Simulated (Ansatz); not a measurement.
**Trial structures of TaAl5: starts and ends**

All numbers below come from Ansatz 0.2.0, DFT PBE, scalar-relativistic, plane waves, PAW. All cells share a 420 eV cutoff and Γ-centred k meshes spaced at most about 0.3 Å⁻¹ (about 0.25 or finer for metals, 2π included). No spin polarisation in the final relaxations.

Each guess was relaxed in cell and atoms at zero pressure, within the symmetry of its start. Temperature and zero-point effects are left out. Coordination counts all near atoms (those within 1.25 times the shortest distance at each site; a plus sign parts nearer from farther groups; a slash parts the counts of unlike sites).

```tsv
guess	made from	start group	V start (Å³/atom)	end group	V end (Å³/atom)	coordination at the end	gap on mesh (eV)	E over the lowest end (meV/atom)
1	Be5Au type	F-43m	15.9	F-43m	16.1	Ta 16, Al 6+6/16	0	0
2	random cell	P4/mmm	18.1	P4/mmm	34.3	Ta 6, Al 2/3	0	1175
3	LuNi5 type	P6/mmm	16.5	P6/mmm (CaCu5)	16.8	Ta 6+12, Al 8/6+6	0	347
4	Mg5Pd type	P-62m	18.3	?	?	?	?	?
```

Guess 4 as it starts:

```cif
data_structure
_symmetry_space_group_name_H-M 'P-62m'
_symmetry_Int_Tables_number 189
_cell_length_a 5.1701
_cell_length_b 5.1701
_cell_length_c 4.7404
_cell_angle_alpha 90.000
_cell_angle_beta 90.000
_cell_angle_gamma 120.000
_cell_volume 109.74
loop_
_atom_site_label
_atom_site_type_symbol
_atom_site_symmetry_multiplicity
_atom_site_Wyckoff_symbol
_atom_site_fract_x
_atom_site_fract_y
_atom_site_fract_z
_atom_site_occupancy
Ta1 Ta 1 a 0.00000 0.00000 0.00000 1
Al1 Al 3 g 0.31303 0.00000 0.50000 1
Al2 Al 2 c 0.33333 0.66667 0.00000 1
```

Task: Predict the end of this guess and its energy over the lowest end.

Result: It ends in Ta and Al ordered on hcp sites, space group P-62m (No. 189), with a = 4.993 Å, c = 4.572 Å, 16.5 Å³/atom and no gap. It lies 69 meV/atom over the lowest end, above guess 1 and below guess 3. Counting all near atoms, this end has Ta 12, Al 12 and the lowest (guess 1) has Ta 16, Al 6+6/16.

```
CELL_PARAMETERS angstrom
4.99299 0.00000 0.00000
-2.49650 4.32406 0.00000
0.00000 0.00000 4.57187
ATOMIC_POSITIONS crystal
Ta 0.00000 0.00000 0.00000
Al 0.32962 0.00000 0.50000
Al 0.67038 0.67038 0.50000
Al 0.00000 0.32962 0.50000
Al 0.33333 0.66667 0.00000
Al 0.66667 0.33333 0.00000
```

Energies over the elements count from the elements' standard structures at the same level, with no fitted energy shifts.

Task: Is the lowest end bound against the elements?

Result: Yes: its formation energy is −0.07 eV/atom. It lies below the elements, which doesn't yet make it stable against other compounds or structures.

These runs have no spin–orbit coupling, which can matter for Ta. A magnetic state wasn't ruled out in cells without spin, among them P-62m. Cells relaxed within their symmetry can be saddle points. A lower structure may well exist outside this small set. Some structure types and database cells were kept out of the candidates from the start, so a known form may be missing.
